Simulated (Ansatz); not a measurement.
AlN:
```
AlN
1.0
    2.58555     0.00000     0.00000
    0.00000     2.58555     0.00000
    0.00000     0.00000     2.58555
Al N
1 1
Cartesian
  0.00000   0.00000   0.00000
  1.29278   1.29278   1.29278
```

Relaxed with r²SCAN. Special points in fractions of this cell's reciprocal vectors: Γ (0.000, 0.000, 0.000); X (0.000, 0.500, 0.000); M (0.500, 0.500, 0.000); R (0.500, 0.500, 0.500).

Question: List the band energies nearest the Fermi level at these points for r²SCAN (plane waves, PAW; program Ansatz).

Answer: In eV from the Fermi level; about four levels below and three above (degenerate sets whole), none deeper than 8.9 eV; … stands for higher levels left out; points with the same levels are listed once.

| k | below | above |
|---|---|---|
| Γ | -1.77 -1.77 -1.77 | 1.43 … |
| X | -0.66 -0.66 | 5.24 8.43 … |
| M | -7.83 -7.83 -1.21 | 0.48 … |
| R | -5.41 -5.41 -5.41 | … |

Space group Pm-3m (CsCl type). The cell is a constructed one: a structure type filled with these elements; neither database checked (COD, Materials Project) lists it. It is not the phase usual at ambient conditions (space group No. 186, 216). The r²SCAN relaxation kept the symmetry of its start. At this level the phase is mechanically unstable.

Potentials: the later of the program's two PAW sets.
